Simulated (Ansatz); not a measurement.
VN4Si2, MA2Z4 (prismatic core, outer Z over the empty site)-type layer, relaxed and computed with two functionals in Ansatz (plane waves, PAW).

```json
[
 {"functional": "PBE", "a (Å)": "…", "thickness (Å)": "…"},
 {"functional": "r²SCAN+D4", "a (Å)": "2.863", "thickness (Å)": "6.82"}
]
```

**Question.** What belongs in the gaps?

**Answer.** 
- PBE, a (Å): 2.884
- PBE, thickness (Å): 6.88

Spin orders computed, not proven ground states: VN4Si2, MA2Z4 (prismatic core, outer Z over the empty site)-type layer with PBE ferromagnetic; VN4Si2, MA2Z4 (prismatic core, outer Z over the empty site)-type layer with r²SCAN+D4 ferromagnetic. All cells were relaxed under the symmetry of their starts (and spin orders); stability against distortions was not tested throughout. Constructed layers (a layer type filled with these elements): VN4Si2, MA2Z4 (prismatic core, outer Z over the empty site)-type layer; VN4Si2, MA2Z4 (prismatic core, outer Z over the empty site)-type layer.

Potentials: the later of the program's two PAW sets.

Ansatz (a program for electronic structure) is a plane-wave DFT program.
